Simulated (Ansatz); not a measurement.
Cu (fcc, Cu type)

```
Cu
1.0
    3.56378     0.00000     0.00000
    0.00000     3.56378     0.00000
    0.00000     0.00000     3.56378
Cu
4
Cartesian
  0.00000   0.00000   0.00000
  1.78189   1.78189   0.00000
  1.78189   0.00000   1.78189
  0.00000   1.78189   1.78189
```

In this cell atom 4 (Cu, nearest neighbour Cu at 2.520 Å; its periodic images, 3.6 Å or more away, move with it) is moved by s towards the nearest neighbour, unit vector (-0.707, -0.707, 0.000); all other atoms and the cell stay fixed.

Computed with PBEsol (plane waves to 420 eV, PAW, scalar-relativistic; Ansatz, a first-principles code). k mesh 11×11×11 (Γ-centred), Fermi-Dirac smearing 0.05 eV. Energies are smeared free energies. Left out: 4 of 11 points, with atoms too close for the PAW data. With partly filled bands, energies and forces of such displacements shift with the k mesh and the smearing. F∥ is the force on the atom along that direction. Cu is run without spin polarisation. Cu was relaxed with its symmetry unable to fall. The zero of ΔE is the undisplaced structure.

Q: Predict the ΔE (meV/cell) and F∥ (eV/Å) at s (Å) = -0.456, -0.304, -0.152, 0.152, 0.304, 0.456.

A: 
```tsv
s (Å)	ΔE (meV/cell)	F∥ (eV/Å)
-0.456	961	4.998
-0.304	386	2.742
-0.152	91	1.221
0.152	91	-1.221
0.304	386	-2.742
0.456	961	-4.998
```

(For displaced atoms, the force is minus the slope of the energy, and its curvature is a force constant, which sets phonon frequencies.)
